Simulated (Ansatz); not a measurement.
MgZnO2:
```xyz
4
Lattice="3.2654 0.0000 0.0000 -1.6327 2.8279 0.0000 0.0000 0.0000 5.1240" Properties=species:S:1:pos:R:3 pbc="T T T"
Mg     0.0000     1.8853     2.5419
Zn     1.6327     0.9426     0.0143
O      0.0000     1.8853     4.5331
O      1.6327     0.9426     1.9903
```

Tensor components refer to the Cartesian frame of this cell.

**Question.** Give the high-frequency dielectric tensor and the Born effective charge tensors of the independent atoms from DFPT, PBEsol in the plane-wave PAW code Ansatz.

**Answer.** 
ε∞:
```
3.86  0.00  0.00
0.00  3.86  0.00
0.00  0.00  3.81
```
Z* of atom 1 (Mg), rows: field, columns: displacement, in e:
```
1.79  0.00  0.00
0.00  1.79  0.00
0.00  0.00  2.04
```
Z* of atom 2 (Zn), rows: field, columns: displacement, in e:
```
2.09  0.00  0.00
0.00  2.09  0.00
0.00  0.00  1.91
```
Z* of atom 3 (O), rows: field, columns: displacement, in e:
```
-2.17   0.00   0.00
 0.00  -2.17   0.00
 0.00   0.00  -1.82
```
Z* of atom 4 (O), rows: field, columns: displacement, in e:
```
-1.72   0.00   0.00
 0.00  -1.72   0.00
 0.00   0.00  -2.13
```

Space group P3m1. The first step of the workflow began from a Materials Project structure, measured or hypothetical; the Crystallography Open Database copy checked does not list it. With Mg and Zn taken as one species the cell has the higher symmetry P6_3mc, so it may be an ordered model of a mixed-site phase. Its standing as an ambient phase is unchecked. Symmetry was held in the PBEsol relaxation; whether a distortion lowers the energy is not shown.

Potentials: the later of the program's two PAW sets.
